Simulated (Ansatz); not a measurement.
**Li (Fm-3m): elasticity against pressure**

```
Li
1.0
     0.00000    2.15937    2.15937
     2.15937    0.00000    2.15937
     2.15937    2.15937    0.00000
Li
1
Direct
  0.00000 0.00000 0.00000
```

This is the zero-pressure cell. At each pressure cell and atoms are relaxed in this structure, and the constants are slopes of the stress at strains of ±0.005 with relaxed ions (the coefficients that govern stability under load). Level: PBEsol, PAW on Ansatz 0.2.0's default frozen-core files (fitted under PBE), scalar-relativistic; k mesh 22×22×22, strains of ±0.005, Fermi-Dirac smearing of 0.050 eV, cutoff 420 eV. P is the pressure of the relaxed cell, less that of this one.

| P (GPa) | V/V₀ | C11 (GPa) | C12 (GPa) | C44 (GPa) |
| --- | --- | --- | --- | --- |
| 0.00 | 1.0000 | 16.6 | 12.3 | 10.1 |
| 1.01 | 0.9363 | 20.8 | 15.1 | 11.1 |
| 1.96 | 0.8890 | 24.6 | 17.6 | 11.8 |
| 3.94 | ? | ? | ? | ? |
| 6.96 | 0.7369 | 42.3 | 30.4 | 13.7 |
| 9.92 | 0.6821 | 51.0 | 38.2 | 14.4 |
| 14.96 | 0.6153 | 63.3 | 52.2 | 14.1 |

Question: Does the bulk modulus from the constants agree with the pressure-volume curve?

Answer: A third-order Birch-Murnaghan fit to the volumes shown (F against f, f = [(V₀/V)^(2/3) − 1]/2) gives B₀ = 13.6 GPa and B′ = 3.5. Its −V dP/dV stands beside (C11 + 2C12)/3:

```csv
P (GPa),from P(V),from the constants
0.00,13.6,13.7
1.01,17.0,17.0
1.96,20.0,19.9
6.96,34.5,34.4
9.92,42.2,42.5
14.96,54.4,55.9
```

Question: What are the pressure derivatives at zero pressure?

Answer: Slopes at V₀ of quadratic fits in −ln(V/V₀) through the first four rows shown, divided by B₀: dC11/dP = 4.2, dC12/dP = 2.7, dC44/dP = 1.1. The mean slopes up to 2.0 GPa are 4.1, 2.7, 0.8; curvature and scatter of the constants part the two. The combination (dC11/dP + 2 dC12/dP)/3 = 3.2 stands against B′.

Question: Fill the row at 3.94 GPa.

Answer: Cubic fits in −ln(V/V₀) through all rows shown give C11 = 32.1, C12 = 22.6, C44 = 12.8 GPa. Computed: V/V₀ = 0.8150, C11 (GPa) = 32.1, C12 (GPa) = 22.7, C44 (GPa) = 12.7.

Question: Does a shear stiffness soften?

Answer: C44 goes from 10.1 to 14.1 GPa, through a maximum of 14.4 near 10 GPa; (C11 − C12)/2 goes from 2.2 to 5.6 GPa, through a maximum of 6.4 near 10 GPa. Neither ends more than 3 % under its start, and the lattice stays mechanically stable over this range.

Keep in mind: the structure is a database entry and needn't be the stable phase; no other phase was computed; many crystals of this kind change structure within this range, and rows or crossings beyond such a change describe a metastable lattice; frozen-core PAW files fitted under PBE, their cores solved anew for the functional of the run; responses of metals move with mesh and smearing; phonons weren't checked at these pressures.
